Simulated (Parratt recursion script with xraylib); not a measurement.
## Surface roughness and fringe height: Rh on Si

| layer, from the top | thickness (Å) | density (g/cm³) | rms roughness of its top face (Å) | δ (10⁻⁶) | β (10⁻⁶) |
|---|---|---|---|---|---|
| Rh | 200 | 10.538 | varied | 6.108 | 0.1381 |
| Si (substrate) | – | 2.313 | 3.3 | 1.576 | 0.008622 |

The refractive index is n = 1 − δ + iβ. Vacuum lies above.

Densities are inputs, not measurements. They were set from computed cells of the Materials Project: Rh from entry mp-74 (Fm-3m, 12.398 g/cm³, taken at 85 %); Si from entry mp-149 (Fd-3m, 2.313 g/cm³). A layer's crystal structure does not enter its constants, only its composition and density.

Simulated, not measured: specular X-ray reflectivity, Parratt recursion, Névot-Croce roughness, xraylib tables (Parratt recursion script with xraylib 4.3.0).

Photon energy 17.479 keV (λ = 0.7093 Å), s polarisation. The grazing angle θ is scanned from 0.05° to 0.92° in 900 evenly spaced points, and the curve is smoothed with a Gaussian of 0.004° full width. A maximum is a scan point above both neighbours; its place and height come from a parabola through R at the three points.

The table follows two fringe maxima, those next to orders 4.5 and 8.5 of m = (2d/λ)(sin²θ − 2δ)^½, through runs that differ in the roughness σ₁ of the film surface alone.

| σ₁ (Å) | θ of the first (°) | R there | θ of the second (°) | R there |
|---|---|---|---|---|
| 0 | 0.495 | 0.00521 | 0.884 | 3.81 × 10⁻⁴ |
| 3 | 0.495 | 0.00464 | 0.884 | 2.51 × 10⁻⁴ |
| 4 | 0.495 | ? | 0.883 | ? |

Task: Estimate the two heights for σ₁ = 4 Å.

Result: At a maximum the amplitudes from the film's two faces add: R ≈ (|r₁|g₁ + |r₂|g₂A)². Here q₀ = 4π sin θ/λ, qⱼ = (q₀² − 32π²δⱼ/λ²)^½ (1 film, 2 substrate), |r₁| = |q₀² − q₁²|/(q₀ + q₁)², |r₂| = |q₁² − q₂²|/(q₁ + q₂)² with the numerators taken from the constants, g₁ = exp(−q₀q₁σ₁²/2), g₂ = exp(−q₁q₂σ₂²/2), and A = exp(−16π²β₁d/(λ²q₁)) for absorption in the film.

Check on a shown row, σ₁ = 3 Å, second maximum: q₀ = 0.2733, q₁ = 0.2662, q₂ = 0.2715 Å⁻¹; |r₁| = 0.0132, |r₂| = 0.00984; g₁ = 0.721, g₂ = 0.675, A = 0.968; R ≈ 2.54 × 10⁻⁴ against 2.51 × 10⁻⁴ in the table.

- σ₁ = 4 Å, first maximum: q₀ = 0.1531, q₁ = 0.1400, q₂ = 0.1498 Å⁻¹; |r₁| = 0.0446, |r₂| = 0.0339; g₁ = 0.842, g₂ = 0.892, A = 0.940; R ≈ 0.00435.
- σ₁ = 4 Å, second maximum: q₀ = 0.2730, q₁ = 0.2659, q₂ = 0.2712 Å⁻¹; |r₁| = 0.0132, |r₂| = 0.00986; g₁ = 0.559, g₂ = 0.675, A = 0.968; R ≈ 1.91 × 10⁻⁴.

The run gave 0.00425 and 1.88 × 10⁻⁴; the estimates are 1.02 and 1.02 times these.
